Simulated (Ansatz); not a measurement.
# Mechanical response of PtSe2 (P-3m1)

```
Pt Se
1.0
     3.76096    0.00000    0.00000
    -1.88048    3.25709    0.00000
     0.00000    0.00000    4.86077
Pt Se
1 2
Direct
  0.00000 0.00000 0.00000
  0.33333 0.66667 0.26086
  0.66667 0.33333 0.73914
```

Level of theory, where no other is named: PBEsol, all-electron LAPW in Ansatz 0.2.0, scalar-relativistic. k mesh 12×12×8, strains of ±0.008, Fermi-Dirac smearing of 0.100 eV, basis error target 1 meV/atom. The cell was relaxed by PAW under this functional.

The cell is trigonal and carries a residual pressure of 0.00 GPa at this level. Each strain component that symmetry leaves independent is applied at ±0.008, the ions relax wherever a strain frees them, and the stress (tension positive, GPa) is read. Shears are engineering strains, γ = 2ε.

```tsv
strain	size	σxx	σyy	σzz	σyz	σxz	σxy
xx	-0.008	-1.5308	-0.5155	-0.3127	0.1747	0.0000	0.0000
xx	+0.008	1.4796	0.4805	0.2765	-0.1589	0.0000	0.0000
zz	-0.008	-0.3126	-0.3126	-0.4313	0.0000	0.0000	0.0000
zz	+0.008	0.2768	0.2768	0.3654	0.0000	0.0000	0.0000
yz	-0.008	0.1593	-0.1814	-0.0155	-0.2998	0.0000	0.0000
yz	+0.008	-0.1737	0.1520	-0.0156	0.2944	0.0000	0.0000
```

A central difference gives one constant, for example C11 ≈ (1.4796 − (-1.5308))/(0.016) = 188.2 GPa; the program then imposes the crystal's symmetry on the whole matrix.

(1) What are the independent elastic constants?

(2) Is the crystal stable against homogeneous strain?

(3) What moduli does a random aggregate of grains have?

(4) With the density of 9.845 g/cm³, how fast does sound travel, and what Debye temperature follows?

(5) How far do the constants move if PAW replaces LAPW in the same cell?

Answers

(1) C11 = 188.2, C12 = 62.3, C13 = 36.8, C14 = -20.8, C33 = 49.8, C44 = 37.1 GPa.

(2) The least eigenvalue of the 6×6 matrix is 25.5 GPa, so yes.

(3) Voigt and Reuss bounds: B from 48.1 to 77.5 and G from 32.7 to 46.8 GPa; their means are B = 62.8 and G = 39.8 GPa. Then E = 9BG/(3B + G) = 98.5 GPa, ν = (3B − 2G)/(6B + 2G) = 0.239 and B/G = 1.58, on the brittle side of Pugh's 1.75 (a rule of thumb).

(4) 

```csv
direction,slow (m/s),middle (m/s),fast (m/s)
x,1611,2752,4372
y,1867,2529,4404
z,1942,1942,2249
```

The mean of v⁻³ over directions and branches gives v_m = 2102 m/s and θ_D = (ħ/k_B) v_m (6π²n)^(1/3) = 231 K, n being atoms per volume. Young's modulus spans 39 to 179 GPa over directions, and the universal anisotropy index is 2.76.

(5) 

```json
{"constant": "C11", "LAPW (GPa)": "188.2", "PAW (GPa)": "187.9", "difference": "-0.3"}
{"constant": "C12", "LAPW (GPa)": "62.3", "PAW (GPa)": "62.3", "difference": "0.0"}
{"constant": "C13", "LAPW (GPa)": "36.8", "PAW (GPa)": "36.8", "difference": "0.0"}
{"constant": "C14", "LAPW (GPa)": "-20.8", "PAW (GPa)": "-20.8", "difference": "0.0"}
{"constant": "C33", "LAPW (GPa)": "49.8", "PAW (GPa)": "49.7", "difference": "-0.1"}
{"constant": "C44", "LAPW (GPa)": "37.1", "PAW (GPa)": "37.0", "difference": "-0.1"}
```

Known limits: responses of metals move with mesh and smearing; no spin-orbit coupling on heavy atoms; no dispersion correction, so the spacing and stiffness between layers or molecules are poor; the softest shear constant rests on one k mesh, and a soft shear can herald a distortion on cooling; elastic stability says nothing of phonons or of other phases; the frozen-core PAW files of the compared runs were fitted under PBE, their cores solved anew for this functional.
